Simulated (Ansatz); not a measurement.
# TiS2 (CdI2 type), energy against volume

TiS₂ (CdI2 type)

```cif
data_S2Ti
_chemical_formula_sum 'Ti1 S2'
_space_group_name_H-M_alt 'P 1'
_space_group_IT_number 1
_cell_length_a 3.29803
_cell_length_b 3.29803
_cell_length_c 5.34064
_cell_angle_alpha 90.000
_cell_angle_beta 90.000
_cell_angle_gamma 120.000
loop_
_space_group_symop_operation_xyz
  'x, y, z'
loop_
_atom_site_label
_atom_site_type_symbol
_atom_site_fract_x
_atom_site_fract_y
_atom_site_fract_z
_atom_site_occupancy
Ti1 Ti 0.00000 0.00000 0.00000 1
S1 S 0.33333 0.66667 0.26873 1
S2 S 0.66667 0.33333 0.73127 1
```

This relaxed cell (volume V₀) is scaled evenly in all directions, its shape held. The atoms relax within the cell's symmetry.

The numbers are results of PBEsol-D3(BJ) (plane waves to 420 eV, PAW, scalar-relativistic; Ansatz, a program for electronic structure), not measurements. k mesh 17×17×9 (Γ-centred), Fermi-Dirac smearing 0.05 eV. The energy includes the smearing's −TS. Compression counts positive. With the shape held, the modulus is that of even scaling; a crystal free to change shape is softer. TiS2 is run without spin polarisation. TiS2 was relaxed with its symmetry unable to fall. ΔE is measured from the relaxed starting cell.

```csv
V/V₀,ΔE (eV/atom),P (GPa)
0.900,0.039,8.2
0.917,0.026,6.5
0.933,0.016,4.9
0.950,0.009,3.5
0.967,0.004,2.2
0.983,0.001,1.1
1.000,0.000,0.0
1.017,0.001,-1.0
1.033,0.003,-1.8
1.050,0.007,-2.6
1.067,0.012,-3.3
1.083,0.019,-4.0
1.100,0.026,-4.5
```

Derived quantities:

```yaml
pressure_at_the_smallest_volume: 8.2 GPa
energy_cost_of_the_largest_compression: 39 meV/atom
energy_cost_of_the_largest_expansion: 26 meV/atom
Bulk modulus at fixed cell shape B₀ (third-order Birch-Murnaghan fit): 60.5 GPa
Pressure derivative B₀′ (fit): 4.9
equilibrium_volume_of_the_fit: 16.77 Å³/atom
Pressure for 5 % compression (fit): 3.5 GPa
```

(A scan under strain: stresses follow from slopes of the energy per volume, elastic moduli from its curvatures.)
